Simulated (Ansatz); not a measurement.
InAs (rock salt, Fm-3m) under volume change, plane-wave PAW r²SCAN (Ansatz code), scaled uniformly.

```
V (Å³/atom)  E − E(relaxed) (meV/atom)  P (GPa)
-----------  -------------------------  -------
20.859                            50.0     8.53
21.547                            20.8     5.16
22.235                             4.9     2.35
22.922                             0.0     0.00
23.610                             4.3    -1.94
24.298                            16.2    -3.58
24.985                            34.7    -4.97
```

Problem. What does a third-order Birch–Murnaghan fit give for V₀, B₀ and B′?

Solution. V₀ = 22.93 Å³/atom, B₀ = 71.3 GPa, B′ = 5.0.

A made-up cell: these elements were put on the sites of a structure type; the Crystallography Open Database copy checked does not list it. It is not the phase usual at ambient conditions (space group No. 216). The r²SCAN relaxation kept the symmetry of its start; whether a distortion lowers the energy is not shown.

Potentials: the later of the program's two PAW sets.
